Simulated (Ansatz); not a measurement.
Geometry optimisation in Ansatz: input, command and trajectory.

```yaml
crystal:
  lattice:
    - [1.6612292982, -5.1042157821, 0.0]
    - [1.6612292982, 5.1042157821, 0.0]
    - [0.0, 0.0, 4.1659046606]
  atoms:
    - { symbol: P, position: [0.8937544183, 0.1062455817, 0.0719645273] }
    - { symbol: P, position: [0.6062455817, 0.3937544183, 0.5719645273] }
    - { symbol: P, position: [0.1062455817, 0.8937544183, 0.9280354727] }
    - { symbol: P, position: [0.3937544183, 0.6062455817, 0.4280354727] }
basis:
  ecutwfc: 420
kpoints:
  mp_grid: { grid: [12, 12, 8] }
hamiltonian:
  xc: pbe
  dispersion: d3bj
scf:
  occupations: { method: gaussian, width: 0.1 }
output:
  forces: true
  stress: true
  eigenvalues: true
  write_density: true
  write_potential: true
  elf: true
  volumetric_format: npy
relax:
  adjacent_minimum: "off"
  f_tol: 0.02
  max_steps: 70
  cell: { stress_tol: 0.1 }
```

```bash
ansatz run input.yaml --threads 2 --pin off --max-ram 5120MiB --backend cpu --events-out ev --progress --plain --runs-dir out
```

Level of theory: DFT PBE+D3(BJ), scalar-relativistic, plane waves, PAW in Ansatz 0.2.0.

Of 3 frames 3 are shown, positions in Å and forces in eV/Å; the SCF threshold varies from step to step. Steps run on the plane waves of an earlier cell, with a Pulay correction in the pressure. The basis is chosen afresh for the last frame, the zero of the energies, and can be on the way; energy and pressure step there, also at an unchanged geometry.

```xyz
4
Lattice="1.6612 -5.1042 0.0000 1.6612 5.1042 0.0000 0.0000 0.0000 4.1659" Properties=species:S:1:pos:R:3:forces:R:3 pbc="T T T" step=1 free_energy_over_end_meV_per_atom=0.00 pressure_GPa=-0.05
P     1.6612   -4.0196    0.2998    0.0000    0.0020   -0.0050
P     1.6612   -1.0846    2.3828    0.0000   -0.0020   -0.0050
P     1.6612    4.0196    3.8661    0.0000   -0.0020    0.0050
P     1.6612    1.0846    1.7832    0.0000    0.0020    0.0050
4
Lattice="1.6604 -5.0872 0.0000 1.6604 5.0872 0.0000 0.0000 0.0000 4.1653" Properties=species:S:1:pos:R:3:forces:R:3 pbc="T T T" step=2 free_energy_over_end_meV_per_atom=-0.01 pressure_GPa=0.04
P     1.6604   -4.0024    0.2992    0.0000   -0.0070    0.0010
P     1.6604   -1.0848    2.3818    0.0000    0.0070    0.0010
P     1.6604    4.0024    3.8661    0.0000    0.0070   -0.0010
P     1.6604    1.0848    1.7835    0.0000   -0.0070   -0.0010
4
Lattice="1.6604 -5.0872 0.0000 1.6604 5.0872 0.0000 0.0000 0.0000 4.1653" Properties=species:S:1:pos:R:3:forces:R:3 pbc="T T T" step=3 free_energy_over_end_meV_per_atom=0.00 pressure_GPa=0.03
P     1.6604   -4.0024    0.2992    0.0000   -0.0070    0.0010
P     1.6604   -1.0848    2.3818    0.0000    0.0070    0.0010
P     1.6604    4.0024    3.8661    0.0000    0.0070   -0.0010
P     1.6604    1.0848    1.7835    0.0000   -0.0070   -0.0010
```

The run took 23 s on 2 threads of Arm Neoverse V1 (shared host), peak memory 0.49 GiB.